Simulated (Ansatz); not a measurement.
# Kick test of a cell of Ba2Tl5V3O12

The structure comes from a generated guess, relaxed at this level; another structure or a mixture of phases may lie lower.

The calculation used DFT PBE, scalar-relativistic, plane waves, PAW (Ansatz). Settings: cutoff 420 eV, Γ-centred mesh 4×4×4 on the computed 22-atom cell, Gaussian smearing of 0.02 eV; no spin polarisation.

The cell below (22 atoms, space group C2 (No. 5)) is relaxed within its symmetry.

```
CELL_PARAMETERS angstrom
6.48991 -6.67692 -0.04765
6.48991 6.67692 -0.04765
-1.96739 0.00000 5.75220
ATOMIC_POSITIONS crystal
Ba 0.47917 0.52083 0.00000
Ba 0.79264 0.20736 0.00000
V 0.65694 0.94605 0.25735
V 0.05395 0.34306 0.74265
V 0.57442 0.42558 0.50000
Tl 0.49835 0.85629 0.63726
Tl 0.14371 0.50165 0.36274
Tl 0.01508 0.98492 0.50000
Tl 0.30964 0.12677 0.21892
Tl 0.87323 0.69036 0.78108
O 0.00390 0.26325 0.44275
O 0.59719 0.60676 0.67706
O 0.91333 0.42820 0.84635
O 0.52536 0.79943 0.20594
O 0.68766 0.41628 0.31356
O 0.09251 0.20316 0.88601
O 0.58372 0.31234 0.68644
O 0.79684 0.90749 0.11399
O 0.57180 0.08667 0.15365
O 0.20057 0.47464 0.79406
O 0.73675 0.99610 0.55725
O 0.39324 0.40281 0.32294
```

For the test it was strained at random (σ = 1.5 % a component), the atoms were moved at random (σ = 0.05 Å), and all was relaxed again on a coarse 2×2×2 mesh (in the run’s order of axes) with 0.10 eV smearing, with no symmetry imposed.

These runs have no spin–orbit coupling, which can matter for Tl. No Hubbard U is applied to the 3d shell of V. Trial moments died out on the coarse mesh, so the last step has no spin; another magnetic start might hold.

Task: Is the structure stable against such a distortion?

Result: It returns, within 1 meV/atom of the unmoved cell on that mesh and with the same symmetry when read at 0.1 Å (P1 at 0.01 Å, so small strains and shifts remain). No instability shows in this cell; modes of other wave vectors, which need another repeat, aren't tested.
